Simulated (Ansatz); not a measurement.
ZrGe in space group I4_1md (No. 109; Zr on 4a, Ge on 4a) at seven volumes, DFT-PBE in the program Ansatz with PAW potentials, shape and atoms relaxed at each. One row is withheld.

```
V (Å³/atom)  P (GPa)
-----------  -------
19.365         11.71
20.003          7.20
20.641          3.33
21.280          0.00
21.918             ?
22.557         -5.29
23.195         -7.38
```

Question: Fit the shown pressures and predict the withheld one.

Answer: P = (3/2)B₀(x^(7/2) − x^(5/2))[1 + (3/4)(B′ − 4)(x − 1)] with x = (V₀/V)^(2/3). Least squares on the six rows gives V₀ = 21.281 Å³/atom, B₀ = 102 GPa, B′ = 4.10. At V = 21.918, x = 0.9805 and P = -2.83 GPa. The run itself gave -2.85 GPa.

A made-up cell: these elements were put on the sites of a structure type; neither database checked (COD, Materials Project) lists it. Its standing as an ambient phase is unchecked. The cell was relaxed with PBE under the symmetry of its start; its stability against distortions is not shown here. The run is not spin-polarised.

Potentials: the later of the program's two PAW sets.
